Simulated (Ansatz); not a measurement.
Here is the system:

TiSi:
Space group Cmmm (No. 65); a = 3.609 Å, b = 4.132 Å, c = 3.789 Å, α = β = γ = 90.00°

```
atom  site  symmetry       x       y       z
----  ----  --------  ------  ------  ------
Ti      2b       mmm  0.0000  0.5000  0.0000
Si      2d       mmm  0.5000  0.5000  0.5000
```
(The calculation used a cell of 2 atoms; values per cell refer to that cell.)

This is the PBEsol-relaxed structure.

**Question.** All from PBEsol (plane waves, PAW; program Ansatz), unless another level is named. Estimate the electronic character.

**Answer.** metallic (no gap).

**Question.** Next, the formation energy from the elements (no fitted shifts)?

**Answer.** -0.62 eV/atom.

**Question.** What about the density of states at the Fermi level?

**Answer.** 0.50 states/eV per atom (mean over ±0.08 eV).

The workflow started from a Materials Project entry (that database holds measured and hypothetical structures alike); the Crystallography Open Database copy checked does not list it. COD files the formula under space group No. 25, so this cell is another polymorph or a model. Its standing as an ambient phase is unchecked. Symmetry was held in the PBEsol relaxation; of distortions, only those at the zone centre were tested. No spin polarisation was allowed. The references are the lowest solids computed at this level, not always the standard phases.

Potentials: the later of the program's two PAW sets.
